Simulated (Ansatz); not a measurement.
Hf$_{2}$Si in space group I4/mcm (No. 140; Hf on 8h, Si on 4a) at seven volumes, the program Ansatz at the r²SCAN level (PAW), shape and atoms relaxed at each. One row is withheld.

| V (Å³/atom) | P (GPa) |
|---|---|
| 16.861 | 16.60 |
| 17.416 | 10.26 |
| 17.972 | 4.76 |
| 18.528 | 0.00 |
| 19.084 | ? |
| 19.640 | -7.69 |
| 20.196 | -10.78 |

Task: Fit the shown pressures and predict the withheld one.

Result: P = (3/2)B₀(x^(7/2) − x^(5/2))[1 + (3/4)(B′ − 4)(x − 1)] with x = (V₀/V)^(2/3). Least squares on the six rows gives V₀ = 18.528 Å³/atom, B₀ = 147 GPa, B′ = 3.78. At V = 19.084, x = 0.9805 and P = -4.11 GPa. The run itself gave -4.12 GPa.

The first step of the workflow began from a Materials Project structure, measured or hypothetical; the Crystallography Open Database copy checked does not list it. Its standing as an ambient phase is unchecked. The r²SCAN relaxation kept the symmetry of its start; whether a distortion lowers the energy is not shown. The run is not spin-polarised. Scalar-relativistic: spin–orbit coupling is off unless named, which matters more the heavier the elements.

Potentials: the later of the program's two PAW sets.
